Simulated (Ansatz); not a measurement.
Be2C (fluorite or antifluorite type, Fm-3m) at seven volumes, DFT-PBEsol in the program Ansatz with PAW potentials, scaled uniformly. One row is withheld.

| V (Å³/atom) | P (GPa) |
|---|---|
| 6.074 | ? |
| 6.275 | 14.17 |
| 6.475 | 6.61 |
| 6.675 | -0.01 |
| 6.875 | -5.78 |
| 7.076 | -10.84 |
| 7.276 | -15.26 |

**Question.** Fit the shown pressures and predict the withheld one.

**Answer.** P = (3/2)B₀(x^(7/2) − x^(5/2))[1 + (3/4)(B′ − 4)(x − 1)] with x = (V₀/V)^(2/3). Least squares on the six rows gives V₀ = 6.675 Å³/atom, B₀ = 206 GPa, B′ = 3.51. At V = 6.074, x = 1.0649 and P = 22.92 GPa. The run itself gave 22.85 GPa.

Symmetry was held in the PBEsol relaxation.

Potentials: the later of the program's two PAW sets.
